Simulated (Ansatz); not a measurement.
SrCl2 (fluorite) was relaxed and computed twice in Ansatz (plane waves, PAW), once with HSE06 and once with LDA.

```tsv
	run 1	run 2
cell	a = b = c = 6.8003 Å, α = β = γ = 90.00°	a = b = c = 7.008 Å, α = β = γ = 90.00°
gap (eV)	5.10	6.57
B₀ by P(V) fit (GPa)	44.1	35.4
```

Which run used which functional?

Run 1 is LDA, run 2 is HSE06.

All cells were relaxed under the symmetry of their starts (and spin orders); stability against distortions was not tested throughout. Scalar-relativistic: spin–orbit coupling is off unless named, which matters more the heavier the elements.

Potentials: the later of the program's two PAW sets.

Ansatz (a program for electronic structure) is a plane-wave DFT program.
